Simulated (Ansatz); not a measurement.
The start is a relaxed TiB2 cell displaced along its unstable phonon at q = (½, ½, 0) of its primitive reciprocal cell (134i cm⁻¹), largest move 0.15 Å. The cell and all atomic positions are relaxed at zero pressure with PBEsol (plane waves to 420 eV, PAW, scalar-relativistic; Ansatz, a quantum-chemistry and plane-wave program). First-step values are on the input's coarse k-mesh.

Ansatz input (later rounds restart from its end on a renewed k-mesh):
Ansatz 0.2 input:
```yaml
crystal:
  lattice:
    - [6.116350233, -4.4305906386, 0]
    - [6.116350233, 0, 0]
    - [-2.0580154968, 0, 4.0497426898]
  atoms:
    - { symbol: B, position: [0.6565218923, 0.6974253044, 0.123231367] }
    - { symbol: B, position: [0.1457094096, 0.7016624442, 0.1839340278] }
    - { symbol: B, position: [0.6457094096, 1.0069187367, 0.3160659722] }
    - { symbol: B, position: [0.1565218923, 0.9895309109, 0.376768633] }
    - { symbol: B, position: [0.3434781077, 0.3025746956, 0.876768633] }
    - { symbol: B, position: [0.8542905904, 0.2983375558, 0.8160659722] }
    - { symbol: B, position: [0.3542905904, -0.0069187367, 0.6839340278] }
    - { symbol: B, position: [0.8434781077, 0.0104690891, 0.623231367] }
    - { symbol: Ti, position: [0.1636332278, 0.3110317881, 0.2473691867] }
    - { symbol: Ti, position: [0.6636332278, 0.3617017563, 0.2526308133] }
    - { symbol: Ti, position: [0.8363667722, 0.6889682119, 0.7526308133] }
    - { symbol: Ti, position: [0.3363667722, 0.6382982437, 0.7473691867] }
basis: { ecutwfc: 420, ecutrho_ratio: 4, xc_grid: 2, fft_grid_basis: typed }
kpoints: { mp_grid: { grid: [10, 10, 8] } }
hamiltonian:
  xc: pbesol
  dispersion: none
  pseudopotentials: { azcp: { folder: ./paw }, kind: paw }
scf: { occupations: { method: fermi_dirac, width: 0.05 } }
relax: { f_tol: 0.01, max_steps: 100, cell: { stress_tol: 0.02 } }
output: { forces: true, stress: true }
```

Task: What is the largest force in the starting geometry, and on which atom (counted from 1)?

Result: 0.22 eV/Å, on B1, B4, B5, B8 (atoms numbered as listed).

Task: By how much does the energy per atom fall from start to end?

Result: 0.30 eV/atom.

Task: How does the volume change?

Result: -7.7 %, from 9.15 to 8.44 Å³/atom.

Task: Is the parent structure recovered?

Result: It does not go back: it reaches P2₁/c (No. 14), 0.31 eV/atom below the parent.

Task: What band gap does the relaxed structure have at this level?

Result: Zero (metallic).

Task: Write out the relaxed structure.

Result: 
Space group P2₁/c (No. 14); a = 4.350 Å, b = 4.383 Å, c = 5.735 Å, α = γ = 90.00°, β = 112.10°

```
atom  site  symmetry       x       y       z
----  ----  --------  ------  ------  ------
B       4e         1  0.6323  0.1205  0.2182
B       4e         1  0.2417  0.8700  0.0319
Ti      4e         1  0.1976  0.1300  0.3775
```

Final values are on a 12×11×9 k-mesh of the relaxed cell. No spin polarisation in the result.

The run could not lose the symmetry of its start, so the end can be a saddle point.

The relaxed structure here is a generated cell of TiB2: the first start was made by placing the elements on the sites of a structure type, and the end was not matched to a known phase here, so it may be hypothetical. Known forms of TiB2 include space group No. 191.
